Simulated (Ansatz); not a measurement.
SnSe2 (CdI2 type)

```yaml
crystal:
  lattice:
    - [3.84030, 0.00000, 0.00000]
    - [-1.92015, 3.32580, 0.00000]
    - [0.00000, 0.00000, 6.00399]
  atoms:
    - { symbol: Sn, position: [0.00000, 0.00000, 0.00000] }
    - { symbol: Se, position: [0.33333, 0.66667, 0.26538] }
    - { symbol: Se, position: [0.66667, 0.33333, 0.73462] }
```

The slice is a (-1 1 0 2) plane (indices of the conventional cell) through the point (0.333, 0.667, 0.265) (fractional), spanned by u = [110] and v = [1 -1 1] in vectors of this cell: u (3.84 Å) and v (8.96 Å, at 90° to u). It covers one period; positions are fractions (u, v).

These are PBE-D3(BJ) (plane waves to 420 eV, PAW, scalar-relativistic; Ansatz, a program for electronic structure) values and carry that method's errors. k mesh 10×10×6. These are valence fields of a PAW run, semicore shells included where kept as valence: close to a nucleus they are smooth pseudo fields. SnSe2 was relaxed with its symmetry unable to fall. The PAW data are Ansatz's earlier set.

**Question.** Predict the map of the valence electron density on the slice.

**Answer.** 
```
|8888554433332222223333445588|
|6655554433222211222233445555|
|4444443333221111112233334444|
|4444333322221111112222333344|
|3333333322111111111122333333|
|4444333322221111112222333344|
|5555443322222211222222334455|
|6666554433222222222233445566|
|7777664433332222223333446677|
|7777664433332222223333446677|
|7766554433332222223333445566|
|6655443333222222222233334455|
|4444333322222222222222333344|
|3333332222111111111122223333|
|3333332222111111111122223333|
|4444333322111111111122333344|
|4444443322221111112222334444|
|5555443333221111112233334455|
|5555444433221111112233444455|
|5555444433221111112233444455|
|5555443333221111112233334455|
|4444443322111100111122334444|
|3333332222110000001122223333|
|2222221111000000000011112222|
|2211111100000000000000111111|
|2211111100000000000000111111|
|2222221111000000000011112222|
|3333332222110000001122223333|
|4444443322221111112222334444|
|6655554433221111112233445555|
|8888554433332211223333445588|
|9988664444332222223344446688|
```
Scale: ten equal steps from -1.92 (start of '0') to 1.81 (end of '9'), in the order '0123456789'. Values: log₁₀ of the valence density in e/Å³. The map has 14 points along u (two characters each, u = 0 at the left) and 32 along v (v = 0 in the bottom row). The scale is logarithmic, as a density can span decades between atoms and voids.
